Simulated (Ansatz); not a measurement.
## Spinel alloy of ZnGa2O4 and ZnAl2O4 (13 of 16 Ga sites exchanged), 56 atoms

Ansatz, PAW, plane waves. PBEsol relaxation of volume and atoms (shape held) at the single k point (¼, ¼, ¼) without its symmetry partners; single points on the relaxed atoms at the Γ point alone, onto which points of the small cell's zone fold. Arrangement: quasirandom. No spin–orbit coupling unless named.

Relaxed structure:

```yaml
crystal:
  lattice:
    - [8.13846, 0.00000, 0.00000]
    - [0.00000, 8.13846, 0.00000]
    - [0.00000, 0.00000, 8.13846]
  atoms:
    - { symbol: Zn, position: [0.87522, 0.37330, 0.37219] }
    - { symbol: Zn, position: [0.37307, 0.87552, 0.37212] }
    - { symbol: Zn, position: [0.37349, 0.37362, 0.87762] }
    - { symbol: Zn, position: [0.12811, 0.12570, 0.12472] }
    - { symbol: Zn, position: [0.87520, 0.87544, 0.87751] }
    - { symbol: Zn, position: [0.62257, 0.62378, 0.12431] }
    - { symbol: Zn, position: [0.62275, 0.12586, 0.62621] }
    - { symbol: Zn, position: [0.12806, 0.62403, 0.62617] }
    - { symbol: Al, position: [0.49975, 0.99967, 0.00003] }
    - { symbol: Al, position: [0.75091, 0.24810, 0.00163] }
    - { symbol: Al, position: [0.74918, 0.00003, 0.24657] }
    - { symbol: Al, position: [0.00149, 0.49846, 0.00169] }
    - { symbol: Al, position: [0.24979, 0.74967, 0.00010] }
    - { symbol: Al, position: [0.49622, 0.49921, 0.49947] }
    - { symbol: Al, position: [0.25137, 0.25126, 0.50125] }
    - { symbol: Al, position: [0.24971, 0.49962, 0.25006] }
    - { symbol: Al, position: [0.49986, 0.24963, 0.25016] }
    - { symbol: Al, position: [0.25140, 0.00091, 0.75182] }
    - { symbol: Al, position: [0.00023, 0.74901, 0.24660] }
    - { symbol: Al, position: [0.00263, 0.24973, 0.75293] }
    - { symbol: Al, position: [0.49628, 0.75026, 0.75050] }
    - { symbol: O, position: [0.51326, 0.01377, 0.23498] }
    - { symbol: O, position: [0.73551, 0.23467, 0.23556] }
    - { symbol: O, position: [0.51429, 0.23587, 0.01447] }
    - { symbol: O, position: [0.73476, 0.01393, 0.01342] }
    - { symbol: O, position: [0.01464, 0.51330, 0.23597] }
    - { symbol: O, position: [0.23546, 0.73561, 0.23468] }
    - { symbol: O, position: [0.01469, 0.73428, 0.01247] }
    - { symbol: O, position: [0.23662, 0.51369, 0.01550] }
    - { symbol: O, position: [0.01692, 0.01505, 0.74318] }
    - { symbol: O, position: [0.23729, 0.23566, 0.73733] }
    - { symbol: O, position: [0.01664, 0.24383, 0.51685] }
    - { symbol: O, position: [0.24357, 0.01688, 0.51617] }
    - { symbol: O, position: [0.26447, 0.26382, 0.26490] }
    - { symbol: O, position: [0.48455, 0.48546, 0.26344] }
    - { symbol: O, position: [0.48556, 0.26419, 0.48613] }
    - { symbol: O, position: [0.26300, 0.48539, 0.48498] }
    - { symbol: O, position: [0.50523, 0.51477, 0.73533] }
    - { symbol: O, position: [0.73134, 0.74086, 0.74057] }
    - { symbol: O, position: [0.50421, 0.73411, 0.51481] }
    - { symbol: O, position: [0.73045, 0.50748, 0.50859] }
    - { symbol: O, position: [0.76486, 0.76540, 0.25484] }
    - { symbol: O, position: [0.98498, 0.98437, 0.25543] }
    - { symbol: O, position: [0.99051, 0.75820, 0.48184] }
    - { symbol: O, position: [0.75847, 0.99157, 0.48084] }
    - { symbol: O, position: [0.76675, 0.25593, 0.76707] }
    - { symbol: O, position: [0.99282, 0.48451, 0.76712] }
    - { symbol: O, position: [0.98731, 0.26334, 0.98788] }
    - { symbol: O, position: [0.76579, 0.48261, 0.99371] }
    - { symbol: O, position: [0.26249, 0.76544, 0.76527] }
    - { symbol: O, position: [0.48558, 0.98600, 0.76488] }
    - { symbol: O, position: [0.48465, 0.76331, 0.98604] }
    - { symbol: O, position: [0.26508, 0.98565, 0.98685] }
    - { symbol: Ga, position: [0.00120, 0.00114, 0.49890] }
    - { symbol: Ga, position: [0.74690, 0.74957, 0.49719] }
    - { symbol: Ga, position: [0.74858, 0.49821, 0.75142] }
```

**Question.** What are the mean bond lengths by pair (pairs within 1.2 times the sum of covalent radii, less contacts 15 % beyond the pair's median; cation–cation pairs of compounds aside; long ionic contacts are cut short by that bound)?

**Answer.** Al–O 1.920 ± 0.006 Å (standard deviation, 78 bonds); Ga–O 1.985 ± 0.005 Å (standard deviation, 18 bonds); O–Zn 1.952 ± 0.002 Å (standard deviation, 32 bonds).

**Question.** What gap lies between the top filled and the lowest empty level in the single points?

**Answer.** HSE06 5.63 eV (25 s on NVIDIA H100).
